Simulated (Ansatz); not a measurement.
The end point of a relaxation of PbSe. Space group Fm-3m (No. 225), rock salt type. Computed with PBE (plane waves to 420 eV, PAW, scalar-relativistic; Ansatz, an electronic-structure program).

```xyz
2
Lattice="0.0000 3.1090 3.1090 3.1090 0.0000 3.1090 3.1090 3.1090 0.0000" Properties=species:S:1:pos:R:3 pbc="T T T"
Pb     0.0000     0.0000     0.0000
Se     3.1090     3.1090     3.1090
```

- Volume per atom = 30.05 Å³
- Band gap = 0.44 eV, direct at L (no spin-orbit coupling)
- Shortest distances = Pb–Se 3.11 Å
- k-mesh = 9×9×9

Band energies at high-symmetry points (eV from the VBM; labels of this space group; no spin-orbit coupling), from −5 eV up to 1.5 eV:

```csv
point,energies
Γ,-1.63 -1.63 -1.63
X,-4.56 -2.91 -2.91
U,-4.18 -2.43 -2.17
K,-4.18 -2.43 -2.17
L,-1.26 -1.26 0.00 0.44
W,-3.85 -3.85 -0.67
```

No spin polarisation in the result. Spin-orbit coupling is missing; with elements this heavy it can move band edges by tenths of an eV or more.

The run could not lose the symmetry of its start.
